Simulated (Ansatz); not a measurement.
**Profile along the Nb–Nb line in Nb3Sn (A15, Cr3Si type)**

Nb$_{3}$Sn (A15, Cr3Si type)

```xyz
8
Lattice="5.3193 0.0000 0.0000 0.0000 5.3193 0.0000 0.0000 0.0000 5.3193" Properties=species:S:1:pos:R:3 pbc="T T T"
Nb     1.3298     0.0000     2.6597
Nb     3.9895     0.0000     2.6597
Nb     0.0000     2.6597     1.3298
Nb     0.0000     2.6597     3.9895
Nb     2.6597     1.3298     0.0000
Nb     2.6597     3.9895     0.0000
Sn     0.0000     0.0000     0.0000
Sn     2.6597     2.6597     2.6597
```

Fields along a shortest Nb–Nb line of a {110} plane (2.66 Å), from Nb to Nb, interpolated on the slice's grid (step about 0.3 Å). Computed with PBE (plane waves to 420 eV, PAW, scalar-relativistic; Ansatz, a program for electronic structure). k mesh 9×9×9. Inside the PAW spheres the values are not all-electron values, and peaks at nuclei hang on which shells count as valence. Nb3Sn is run without spin polarisation. Nb3Sn was relaxed with its symmetry unable to fall.

| distance from Nb (Å) | valence electron density (e/Å³) | electron localisation function |
|---|---|---|
| 0.00 | 4.25 | x |
| 0.27 | 5.06 | x |
| 0.53 | 4.17 | 0.76 |
| 0.80 | 1.74 | 0.66 |
| 1.06 | 0.61 | 0.34 |
| 1.33 | 0.43 | 0.31 |
| 1.60 | 0.61 | 0.34 |
| 1.86 | 1.74 | 0.66 |
| 2.13 | 4.17 | 0.76 |
| 2.39 | 5.06 | x |
| 2.66 | 4.25 | x |

x: too close to a nucleus for the ELF to mean much.

Density on the Nb–Nb line (2.66 Å) at its midpoint: 0.43 e/Å³. ELF at that point: 0.31.
